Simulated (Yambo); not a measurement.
G0W0@LDA for NaYS2 (space group R-3m, No. 166) in Yambo. Reference settings: 4×4×4 Γ-centred k mesh, bands 3 to 129 and a 7 Ry block in the screening, 129 bands in G with the Bruneval-Gonze terminator, plasmon pole fitted at 27.2 eV. The LDA gap Γ → F on this mesh is 2.01 eV; G0W0 gaps are taken between the same points.

The settings were changed. The gap went from 3.68 eV to 3.43 eV, and the shift of the valence edge from -0.92 eV to -0.46 eV.

Question: Name the change that produced these shifts.
A) 2×2×2 mesh
B) 72 bands in W, 72 bands in G, 2 Ry block
C) 32 bands in W, 32 bands in G, 3 Ry block
D) 32 bands in W, 32 bands in G, 2 Ry block

Answer: B, 72 bands in W, 72 bands in G, 2 Ry block. The others gave (gap, valence shift): 2×2×2 mesh: 3.70, -0.84 eV; 32 bands in W, 32 bands in G, 2 Ry block: 3.65, -0.25 eV; 32 bands in W, 32 bands in G, 3 Ry block: 3.68, -0.28 eV.

Geometry relaxed with LDA; primitive cell a = 6.838 Å, b = 6.838 Å, c = 6.838 Å, α = 33.12°, β = 33.12°, γ = 33.12°.

A shift is the quasiparticle energy of the state minus its LDA energy.
